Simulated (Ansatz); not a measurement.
Data:

Au (fcc, Cu type)

```xyz
2
Lattice="0.0000 4.1573 4.1573 2.0786 0.0000 2.0786 2.0786 2.0786 0.0000" Properties=species:S:1:pos:R:3 pbc="T T T"
Au     0.0000     0.0000     0.0000
Au     2.0786     2.0786     4.1573
```

A phonon eigenvector at L = (0.5, 0.0, 0.0) is frozen into this cell: atom i moves by Q times the vector below, so Q is the largest atomic displacement, in Å. The cell is held. It is one choice among 2 degenerate patterns. (q is in reciprocal vectors of the primitive cell; the cell shown is doubled to hold the pattern.)

| atom | x | y | z |
|---|---|---|---|
| Au1 | -0.285 | 0.520 | -0.805 |
| Au2 | 0.285 | -0.520 | 0.805 |

Calculation: PBE (plane waves to 420 eV, PAW, scalar-relativistic; Ansatz, an electronic-structure program). k mesh 19×19×19 (Γ-centred), Fermi-Dirac smearing 0.05 eV. The energy includes the smearing's −TS. With partly filled bands, energies and forces of such displacements shift with the k mesh and the smearing. Au was relaxed with its symmetry unable to fall. Spin-orbit coupling is left out, though Au is heavy. The PAW data are Ansatz's earlier set. The zero of ΔE is the undisplaced structure.

The scan covers Q from -0.180 to 0.180 Å in 13 points.

Which space group does the distorted structure have?

P-1 (No. 2), lowered from Fm-3m.

What is the energy change at Q = 0.180 Å?

64 meV/cell.

What harmonic wavenumber does the curvature at Q = 0 give?

53 cm⁻¹.

(A displaced cell: forces are minus the slopes of the energy, force constants its curvatures, and phonons follow from these.)
